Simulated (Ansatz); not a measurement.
**Mo2Ru3: stable or not**

The structure comes from a generated guess, relaxed at this level; another structure or a mixture of phases may lie lower.

All numbers below come from Ansatz, DFT PBE, scalar-relativistic, plane waves, PAW. The final run on the 10-atom cell used 420 eV, a Γ-centred 18×18×2 mesh, 0.10 eV smearing and no spin polarisation.

```yaml
crystal:
  lattice:
    - [2.76056, 0.00000, 0.00000]
    - [-1.38028, 2.39071, 0.00000]
    - [0.00000, 0.00000, 22.07388]
  atoms:
    - { symbol: Mo, position: [0.33333, 0.66667, 0.19714] }
    - { symbol: Mo, position: [0.33333, 0.66667, 0.39907] }
    - { symbol: Mo, position: [0.33333, 0.66667, 0.60093] }
    - { symbol: Mo, position: [0.33333, 0.66667, 0.80286] }
    - { symbol: Ru, position: [0.33333, 0.66667, 0.00000] }
    - { symbol: Ru, position: [0.66667, 0.33333, 0.09690] }
    - { symbol: Ru, position: [0.66667, 0.33333, 0.29842] }
    - { symbol: Ru, position: [0.66667, 0.33333, 0.50000] }
    - { symbol: Ru, position: [0.66667, 0.33333, 0.70158] }
    - { symbol: Ru, position: [0.66667, 0.33333, 0.90310] }
```

Energies over the elements count from the elements' standard structures at the same level, with no fitted energy shifts.

Task: These tests were run: energy against the elements; random kick, then relaxation without symmetry; phonons at Γ; elastic tensor. What do they show?

Result:

| test | result |
| --- | --- |
| energy against the elements | +0.06 eV/atom |
| random kick, then relaxation without symmetry | returns |
| phonons at Γ | lowest optical mode 46 cm⁻¹ |
| elastic tensor | least eigenvalue 111 GPa |

It fails one test: energy against the elements. It may still be a metastable minimum.

The kick test ran on a coarse mesh. The run for the phonons used an 18×18×2 k mesh and Fermi–Dirac smearing of 0.15 eV. The run for the elastic tensor used an 18×18×2 k mesh and Fermi–Dirac smearing of 0.15 eV.
